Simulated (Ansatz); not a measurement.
## Ba-135 NMR of the central transition in Ba₂ZnP₂

Cell: a COD entry, ions relaxed with PBE at fixed cell.

Space group Ibam (No. 72); a = 6.7560, b = 13.1080, c = 6.3850 Å.

| site | Wyckoff | site symmetry | x | y | z |
| --- | --- | --- | --- | --- | --- |
| Ba | 8j | ..m | 0.1926 | 0.3602 | 0.0000 |
| Zn | 4a | 222 | 0.0000 | 0.0000 | 0.2500 |
| P | 8j | ..m | 0.1999 | 0.1058 | 0.0000 |

One atom of each set is listed; the run and its k-mesh use a cell of 10 atoms with edges of 8.03, 8.03, 8.03 Å.

Method: Kohn–Sham DFT in Ansatz, r2SCAN, plane waves and PAW, scalar-relativistic, 500 eV cutoff, Γ-centred 6×6×6 k-points, Fermi–Dirac smearing 0.02 eV.

Ba-135 has I = 3/2 and Q = 153.0 mb (Pyykkö 2018); at 35.2 T its Larmor frequency is ν₀ = 149.9 MHz (from the bare nuclear moment; shielding lowers the observed one by a per cent or two). Only the quadrupole interaction is simulated: positions count from each site's isotropic chemical shift, and shift anisotropy, dipolar and J coupling are left out.

Simulated pattern of one Ba site (static powder, Gaussian broadening 30 kHz):

(offset (kHz), height): (-441.8, 0), (-424.3, 2), (-406.7, 14), (-389.1, 31), (-371.6, 38), (-354.0, 39), (-336.5, 40), (-318.9, 42), (-301.3, 43), (-283.8, 45), (-266.2, 46), (-248.7, 48), (-231.1, 51), (-213.6, 53), (-196.0, 56), (-178.4, 59), (-160.9, 64), (-143.3, 69), (-125.8, 78), (-108.2, 92), (-90.6, 100), (-73.1, 90), (-55.5, 81), (-38.0, 77), (-20.4, 76), (-2.9, 76), (14.7, 74), (32.3, 71), (49.8, 79), (67.4, 98), (84.9, 89), (102.5, 58), (120.1, 44), (137.6, 40), (155.2, 37), (172.7, 35), (190.3, 28), (207.8, 12), (225.4, 2), (243.0, 0)

Task: Which |C_Q| and η does the pattern imply?

Result: The pattern spans 605 kHz before broadening and its centre of gravity is at -84.0 kHz, which fixes P_Q; the places of the horns and steps fix η. That gives P_Q = 22.4 MHz, |C_Q| = 21.1 MHz and η = 0.62. The sign of C_Q can't be read from the pattern.

Without spin–orbit coupling (the program notes it for Ba) the gradients can shift somewhat, as the gap is small.
